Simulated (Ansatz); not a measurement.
Pt (simple cubic, space group No. 221) under volume change, r²SCAN (plane waves, PAW; program Ansatz), scaled uniformly.

```tsv
V (Å³/atom)	E − E(relaxed) (meV/atom)	P (GPa)
16.063	110.9	24.81
16.593	45.9	14.85
17.123	10.7	6.70
17.652	0.0	-0.01
18.182	9.5	-5.58
18.711	35.9	-10.21
19.241	76.1	-14.01
```

**Question.** What does a third-order Birch–Murnaghan fit give for V₀, B₀ and B′?

**Answer.** V₀ = 17.65 Å³/atom, B₀ = 204 GPa, B′ = 5.4.

Space group Pm-3m (simple cubic). A made-up cell: these elements were put on the sites of a structure type; neither database checked (COD, Materials Project) lists it. It is not the phase usual at ambient conditions (space group No. 225). The r²SCAN relaxation kept the symmetry of its start; whether a distortion lowers the energy is not shown. The run is not spin-polarised. Scalar-relativistic: spin–orbit coupling is off unless named, which matters more the heavier the elements.

Potentials: the later of the program's two PAW sets.
